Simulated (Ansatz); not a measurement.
## Structure relaxation, Pt

The start is a generated cell, Pt placed in the AFLOW prototype A_aP4_2_aci. Cell shape, volume and atoms are optimised at zero target pressure with PBE (plane waves to 420 eV, PAW, scalar-relativistic; Ansatz, a program for electronic structure). The first steps use a coarse 12×10×5 k-mesh.

Initial structure:
```yaml
crystal:
  lattice:
    - [2.68212, 0.00000, 0.00000]
    - [0.26850, 3.16434, 0.00000]
    - [0.11677, 0.52569, 7.09735]
  atoms:
    - { symbol: Pt, position: [0.00000, 0.00000, 0.00000] }
    - { symbol: Pt, position: [0.00000, 0.00000, 0.50000] }
    - { symbol: Pt, position: [0.43300, 0.57200, 0.25900] }
    - { symbol: Pt, position: [0.56700, 0.42800, 0.74100] }
```

| Item | Value |
|---|---|
| Initial pressure | +26.5 GPa (positive: the cell is compressed) |
| Outcome | The space group goes from P-1 (No. 2) to I4/mmm (No. 139); the end is AFLOW prototype A_tI2_139_a (A_a), with 1 atom in the primitive cell |
| Energy released | 0.32 eV/atom |
| Volume change | +5.0 %, from 15.06 to 15.82 Å³/atom |
| Shortest distances (start → end) | The closest pairs of elements (up to four, under 3.6 Å), start → end: Pt–Pt 2.45 → 2.74 Å |
| Band gap at the end | zero (metallic) |
| Optimiser moves | 12 |

It ends as:

Space group I4/mmm (No. 139); a = b = 3.3991 Å, c = 2.7379 Å, α = β = γ = 90.00°

```tsv
atom	site	symmetry	x	y	z
Pt	2a	4/mmm	0.0000	0.0000	0.0000
```
(The calculation used a cell of 1 atom; values per cell refer to that cell.)

Final values are on a 22×22×22 k-mesh of the relaxed cell. No spin polarisation in the result.

The run could not lose the symmetry of its start; a randomly shaken copy of 2 atoms returns to this structure.

The relaxed structure here is a generated cell of Pt: the first start was made by placing the elements on the sites of a structure type, and the end was not matched to a known phase here, so it may be hypothetical. Known forms of Pt include space group No. 225.
